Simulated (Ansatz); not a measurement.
Space group R-3m:H (No. 166). a = 3.938 Å, b = 3.938 Å, c = 38.619 Å, α = 90.00°, β = 90.00°, γ = 120.00°
```csv
atom,site,symmetry,x,y,z
Mg,6c,3m,0.3333,0.6667,0.9152
Mg,3b,-3m,0.6667,0.3333,0.8333
Cd,3a,-3m,0.0000,0.0000,0.0000
Se,6c,3m,0.6667,0.3333,0.9558
Se,6c,3m,0.0000,0.0000,0.8742
```

Equation of state of this Mg3CdSe4 structure (not necessarily the ground state), with shape and atoms relaxed at each volume where symmetry leaves them free. Method: DFT PBE, scalar-relativistic, plane waves, PAW in Ansatz 0.2.0.

Settings: cutoff 420 eV, Γ-centred mesh 12×12×12 on the computed 8-atom cell, Gaussian smearing of 0.02 eV; no spin polarisation.

| V (Å³/atom) | E − E(largest V) (meV/atom) | P (GPa) | gap on mesh (eV) |
| --- | --- | --- | --- |
| 19.020 | 38.84 | 10.16 | 1.12 |
| 19.668 | 4.33 | 6.98 | 1.09 |
| 20.317 | -18.28 | 4.27 | 1.06 |
| 20.965 | -30.76 | 1.96 | 1.03 |
| 21.614 | -34.60 | -0.01 | 1.00 |
| 22.262 | -31.08 | -1.69 | 0.97 |
| 22.910 | -21.28 | -3.12 | 0.94 |
| 23.775 | 0.00 | -4.71 | 0.90 |

Q: Fit a third-order Birch–Murnaghan equation, E = E0 + (9V0B0/16)·[(x − 1)³B0' + (x − 1)²(6 − 4x)] with x = (V0/V)^(2/3), to E(V).

A: V0 = 21.61 Å³/atom, B0 = 61 GPa, B0' = 4.3.

The cell was found from a structure generator's guess, not taken from experiment.
